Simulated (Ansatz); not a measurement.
MgO:
```xyz
8
Lattice="3.2468 0.0000 0.0000 -1.6234 2.8118 0.0000 0.0000 0.0000 10.3960" Properties=species:S:1:pos:R:3 pbc="T T T"
Mg     0.0000     1.8745    10.0793
Mg     1.6234     0.9373     4.8813
Mg     0.0000     0.0000     2.2964
Mg     0.0000     0.0000     7.4944
O      0.0000     1.8745     8.1086
O      1.6234     0.9373     2.9106
O      0.0000     0.0000     5.5056
O      0.0000     0.0000     0.3076
```

Relaxed with r²SCAN. Independent-particle spectrum: no excitons, no local fields, no scissors shift; 0.1 eV broadening; ε₁ of the summed bands alone.

Problem. Tabulate the dielectric function from plane-wave PAW r²SCAN (Ansatz code).

Solution. 

| E (eV) | ε₁ xx | ε₂ xx | ε₁ zz | ε₂ zz |
|---|---|---|---|---|
| 0.0 | 2.67 | 0.00 | 2.69 | 0.00 |
| 0.5 | 2.67 | 0.00 | 2.69 | 0.00 |
| 1.0 | 2.69 | 0.00 | 2.71 | 0.00 |
| 1.5 | 2.71 | 0.00 | 2.74 | 0.00 |
| 2.0 | 2.75 | 0.00 | 2.78 | 0.00 |
| 2.5 | 2.81 | 0.00 | 2.84 | 0.00 |
| 3.0 | 2.89 | 0.00 | 2.93 | 0.00 |
| 3.5 | 3.01 | 0.00 | 3.06 | 0.00 |
| 4.0 | 3.21 | 0.00 | 3.29 | 0.00 |
| 4.5 | 3.73 | 0.27 | 3.71 | 0.46 |
| 5.0 | 3.56 | 0.76 | 3.53 | 0.81 |
| 5.5 | 3.44 | 0.96 | 3.41 | 0.98 |
| 6.0 | 3.36 | 1.09 | 3.34 | 1.10 |
| 6.5 | 3.33 | 1.22 | 3.33 | 1.21 |
| 7.0 | 3.35 | 1.34 | 3.40 | 1.33 |
| 7.5 | 3.50 | 1.52 | 3.60 | 1.53 |
| 8.0 | 3.99 | 2.11 | 4.28 | 2.54 |
| 8.5 | 3.26 | 3.23 | 2.60 | 2.90 |
| 9.0 | 1.73 | 3.13 | 1.87 | 2.91 |
| 9.5 | 1.38 | 2.77 | 1.82 | 2.45 |
| 10.0 | 1.37 | 2.42 | 1.27 | 2.44 |
| 10.5 | 0.89 | 1.68 | 1.38 | 1.84 |
| 11.0 | 1.53 | 1.37 | 1.48 | 1.51 |
| 11.5 | 2.00 | 2.05 | 1.75 | 3.43 |
| 12.0 | 1.41 | 1.99 | 0.50 | 1.75 |

Problem. From ε at 5.3 eV (xx: 3.48 + 0.89i), find n, k, the normal reflectivity and the absorption coefficient.

Solution. n = 1.88, k = 0.237, R = 10 %, α = 2kE/ħc = 130000 cm⁻¹.

With all bands, ε∞ without local fields is 2.82 (xx = yy), 2.85 (zz).

Space group P6_3mc. The first step of the workflow began from a Materials Project structure, measured or hypothetical; the Crystallography Open Database copy checked does not list it. It is not the phase usual at ambient conditions (space group No. 225). The r²SCAN relaxation kept the symmetry of its start; its stability against distortions is not shown here.

Potentials: the later of the program's two PAW sets.
